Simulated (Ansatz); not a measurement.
# EuAl3Ag2: what a change of hamiltonian.pseudopotentials, basis.ecutwfc does

Level of theory: PBEsol, collinear spin, scalar-relativistic; Ansatz, plane waves to 420 eV (PAW set soft_2), k-mesh 6×6×8. These are the settings of the reference run.

Cell:

```
Ag Al Eu
1.0
     5.51425    0.00000    0.00000
    -2.75713    4.77548    0.00000
     0.00000    0.00000    4.35605
Ag Al Eu
2 3 1
Direct
  0.33333 0.66667 0.00000
  0.66667 0.33333 0.00000
  0.50000 0.00000 0.50000
  0.00000 0.50000 0.50000
  0.50000 0.50000 0.50000
  0.00000 0.00000 0.00000
```

The reference run of this cell is solved again as a single point with these keys changed:

| key | reference run | changed run |
| --- | --- | --- |
| hamiltonian.pseudopotentials | not typed | {kind: paw, source: jth} |
| basis.ecutwfc | 420 | not typed |

Q: How does the changed run end?

A: It is refused before the calculation starts. Message: Error: inconsistent input (hamiltonian.pseudopotentials.source, hamiltonian.xc, hamiltonian.pseudopotentials.xc_functional): this build's library has no table of `source: jth` for `kind: paw` and the PBEsol files: it has one for `kind: paw` and the PBE files, or for `kind: paw` and the LDA files. Leave `source` out
